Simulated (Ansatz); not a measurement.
Starting cell, HgTe (zinc blende):

```
HgTe
1.0
    0.00000     3.28657     3.28657
    3.28657     0.00000     3.28657
    3.28657     3.28657     0.00000
Te Hg
1 1
Direct
  0.25000   0.25000   0.25000
  0.00000   0.00000   0.00000
```

In this cell atom 1 (Te, nearest neighbour Hg at 2.846 Å; its periodic images, 4.6 Å or more away, move with it) is moved by s along Cartesian z, unit vector (0.000, 0.000, 1.000); all other atoms and the cell stay fixed.

The numbers are results of r2SCAN (plane waves to 500 eV, PAW, scalar-relativistic; Ansatz, a first-principles code), not measurements. k mesh 7×7×7 (Γ-centred), Fermi-Dirac smearing 0.05 eV. The energy includes the smearing's −TS. With partly filled bands, energies and forces of such displacements shift with the k mesh and the smearing. At this level the bands of HgTe touch or barely overlap. HgTe was relaxed with its symmetry unable to fall. Spin-orbit coupling is left out, though Hg and Te are heavy. ΔE is measured from the undisplaced structure. The last digit holds for this mesh only.

```tsv
s (Å)	ΔE (meV/cell)
-0.280	111.1
-0.224	71.6
-0.168	40.5
-0.112	withheld
-0.056	4.5
0.000	0.0
0.056	4.5
0.112	withheld
0.168	40.5
0.224	71.6
0.280	111.1
```

### Question
Fit an even polynomial form (powers 2, 4) to the given rows and predict ΔE at s = 0.112.

### Answer
Least squares on the 9 given rows: ΔE = (1445)·s² + (-351.5)·s⁴, in meV/cell with s in Å; root-mean-square residual 0.02 meV/cell. At 0.112 the fit gives 18.1 meV/cell; the calculation gives 18.1 meV/cell, the same to the digits shown. The quadratic term alone would give 18.1 meV/cell.

(A displaced cell: forces are minus the slopes of the energy, force constants its curvatures, and phonons follow from these.)
